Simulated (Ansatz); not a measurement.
Given:

Mg2H6Ru:
```cif
data_H6Mg2Ru
_chemical_formula_sum 'Mg2 H6 Ru1'
_space_group_name_H-M_alt 'P 1'
_space_group_IT_number 1
_cell_length_a 4.60846
_cell_length_b 4.60846
_cell_length_c 4.60846
_cell_angle_alpha 60.000
_cell_angle_beta 60.000
_cell_angle_gamma 60.000
loop_
_space_group_symop_operation_xyz
  'x, y, z'
loop_
_atom_site_label
_atom_site_type_symbol
_atom_site_fract_x
_atom_site_fract_y
_atom_site_fract_z
_atom_site_occupancy
Mg1 Mg 0.75000 0.75000 0.75000 1
Mg2 Mg 0.25000 0.25000 0.25000 1
H1 H 0.74413 0.74413 0.25587 1
H2 H 0.25587 0.25587 0.74413 1
H3 H 0.25587 0.74413 0.74413 1
H4 H 0.74413 0.25587 0.25587 1
H5 H 0.74413 0.25587 0.74413 1
H6 H 0.25587 0.74413 0.25587 1
Ru1 Ru 0.00000 0.00000 0.00000 1
```

This is the LDA-relaxed structure.

Problem. All from LDA in the plane-wave PAW code Ansatz, unless another level is named. Predict the Born charges (a third of the trace).

Solution. Mg +2.13, H -0.12, Ru -3.56 e.

Problem. And the static dielectric constant ε0 (ions relaxed, cell fixed)?

Solution. 17.1.

Problem. And the electronic dielectric constant ε∞ (DFPT)?

Solution. 5.57.

Space group Fm-3m. The first step of the workflow began from a Materials Project structure, measured or hypothetical; the Crystallography Open Database copy checked does not list it. Whether it is the stable phase at ambient conditions was not checked. Symmetry was held in the LDA relaxation; phonons on a q-mesh show no instability. The run is not spin-polarised. Spin–orbit coupling is left out wherever it is not named.

Potentials: the later of the program's two PAW sets.
